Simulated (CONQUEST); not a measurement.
Band structure of BaTiO₃ (P4mm, 5 atoms in the cell; from Materials Project mp-5986).

```
CELL_PARAMETERS angstrom
      3.99038     0.00000     0.00000
      0.00000     3.99038     0.00000
      0.00000     0.00000     4.10266
ATOMIC_POSITIONS crystal
  Ba 0.50000 0.50000 0.58254
  Ti 0.00000 0.00000 0.10004
  O  0.00000 0.50000 0.06422
  O  0.50000 0.00000 0.06422
  O  0.00000 0.00000 0.54897
```

Computed with PBE, numerical atomic orbitals double-zeta with polarisation (the shipped basis), PseudoDojo norm-conserving potentials made for PBE in CONQUEST.

Settings: basis = DZP; Diag.MPMeshX, Y, Z = 6 6 6; potentials = PseudoDojo norm-conserving PBE; Grid.GridCutoff = 140 Ha; DM.SolutionMethod = diagon; Diag.kT = 0.000735 Ha; Diag.GammaCentred = true; minE.SCTolerance = 1.0e-06; SC.MaxIters = 100; SC.LinearMixingFactor = 0.5; SC.KerkerPreCondition = true; SC.KerkerFactor = 0.1 1/bohr; AtomMove.TypeOfRun = static.

The program uses no crystal symmetry, so grid and mesh can part values that symmetry would make equal. The atom-centred basis is finite, which shifts total energies, pressures, gaps and forces against plane waves. The structure comes from a collection of computed structures, made at another level of theory; the collection holds predicted forms beside known ones.

Task: Predict the gap along the standard path and the places of the band edges.

Result: The gap along the path is 1.69 eV, from A to Γ; the smallest direct gap on it is 2.14 eV.

Points are given in units of this cell's reciprocal vectors. Levels in eV from the top of the valence band on the SCF mesh, bands 17 to 21:
| point | 17 | 18 | 19 | 20 | 21 |
|---|---|---|---|---|---|
| Γ (0 0 0) | -1.22 | -0.61 | -0.46 | -0.46 | 1.69 |
| X (0 0.5 0) | -1.95 | -1.73 | -1.30 | -1.10 | 2.23 |
| M (0.5 0.5 0) | -1.98 | -1.09 | -1.09 | -0.08 | 3.52 |
| Z (0 0 0.5) | -2.03 | -1.98 | -0.74 | -0.74 | 1.84 |
| R (0 0.5 0.5) | -1.86 | -1.04 | -0.99 | -0.36 | 3.43 |
| A (0.5 0.5 0.5) | -2.61 | -0.28 | -0.28 | 0.00 | 4.02 |

Higher empty bands are left out: an atom-centred basis made for the valence describes them poorly.
